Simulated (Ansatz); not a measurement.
InSb:
```
InSb
1.0
    3.02518    -3.08711     0.00000
    3.02518     3.08711     0.00000
    0.00000     0.00000    18.49897
In Sb
6 6
Direct
  0.05747   0.94253   0.25000
  0.94253   0.05747   0.75000
  0.45572   0.54428   0.40889
  0.54428   0.45572   0.59111
  0.54428   0.45572   0.90889
  0.45572   0.54428   0.09111
  0.55558   0.44442   0.25000
  0.44442   0.55558   0.75000
  0.95449   0.04551   0.42409
  0.04551   0.95449   0.57591
  0.04551   0.95449   0.92409
  0.95449   0.04551   0.07591
```

This is the r²SCAN-relaxed structure.

Task: All from DFT-r²SCAN in the program Ansatz with PAW potentials, unless another level is named. Predict the electronic character.

Result: metallic (no gap).

Task: Predict the formation energy from the elements (no fitted shifts).

Result: -0.066 eV/atom.

Task: Give the density of states at the Fermi level.

Result: 0.40 states/eV per atom (mean over ±0.08 eV).

Task: Give the gap with spin–orbit coupling.

Result: none (metallic).

Space group Cmcm. The first step of the workflow began from a Materials Project structure, measured or hypothetical; the Crystallography Open Database copy checked does not list it. It is not the phase usual at ambient conditions (space group No. 216). The cell was relaxed with r²SCAN under the symmetry of its start; whether a distortion lowers the energy is not shown. The references are the lowest solids computed at this level, not always the standard phases. Spin–orbit coupling is left out wherever it is not named.

Potentials: the later of the program's two PAW sets.
